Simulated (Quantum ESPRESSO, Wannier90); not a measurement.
CuI (Cmcm), plane waves to Wannier functions

```
begin unit_cell_cart
ang
    3.7331700000   -3.7110850000    0.0000000000
    3.7331700000    3.7110850000    0.0000000000
    0.0000000000    0.0000000000    4.3070000000
end unit_cell_cart
begin atoms_frac
Cu   0.4204400000 -0.4204400000 -0.2500000000
Cu  -0.4204400000  0.4204400000  0.2500000000
I   -0.2299600000  0.2299600000 -0.2500000000
I    0.2299600000 -0.2299600000  0.2500000000
end atoms_frac
```

Cell from Materials Project (mp-1007922), symmetrised, no further relaxation. Not found in the COD (Crystallography Open Database) copy used, which has the formula in other groups; not checked further. Computed values, not measurements, from PBEsol: Quantum ESPRESSO (norm-conserving PseudoDojo potentials, cutoff 74 Ry, no spin polarisation, no spin-orbit coupling) on a Γ-centred 6×6×8 mesh, then Wannier90. Density: 6×6×8 mesh, Gaussian smearing 0.01 Ry. A non-magnetic state is assumed, with no Hubbard U; filled 3d bands tend to lie too high at this level. The cell is built of weakly bound layers, chains or molecules. Database cells relaxed without dispersion often hold them too far apart, which can enlarge gaps and weakens couplings between them; spacing and stacking were not compared with the measured crystal. Spin-orbit coupling is left out although heavy elements are present.

Bands 9-26 form an isolated set from -13.90 to 0.00 eV relative to the valence-band maximum (on the path) and are turned into 18 Wannier functions by minimising the spread from the start: s functions at random places.

Task: Where do the functions sit, how wide are they and what are they made of?

Result: 
| functions | spread (Å²) | nearest atom, distance (Å) | second atom, distance (Å) | weight on atomic waves |
|---|---|---|---|---|
| 2 | 0.54 | Cu 0.01 | Cu 2.45 | Cu 3d 99 % |
| 1 | 0.68 | Cu 0.05 | Cu 2.43 | Cu 3d 97 % |
| 2 | 0.55 | Cu 0.01 | Cu 2.45 | Cu 3d 99 % |
| 4 | 1.76 | I 0.54 | Cu 2.75 | I 5p 66 %, I 5s 32 % |
| 1 | 0.61 | Cu 0.04 | Cu 2.43 | Cu 3d 98 % |
| 1 | 0.72 | Cu 0.07 | Cu 2.39 | Cu 3d 97 % |
| 1 | 0.65 | Cu 0.03 | Cu 2.45 | Cu 3d 98 % |
| 4 | 1.89 | I 0.78 | Cu 1.81 | I 5p 66 %, I 5s 16 %, Cu 4s 14 % |
| 1 | 0.66 | Cu 0.05 | Cu 2.41 | Cu 3d 97 % |
| 1 | 0.56 | Cu 0.01 | Cu 2.45 | Cu 3d 99 % |

Ω_I = 17.80 Å², Ω_total = 20.66 Å²; the interpolated bands follow pw.x to 0.7 meV rms on the path. It is the lowest total spread that any start reached here.
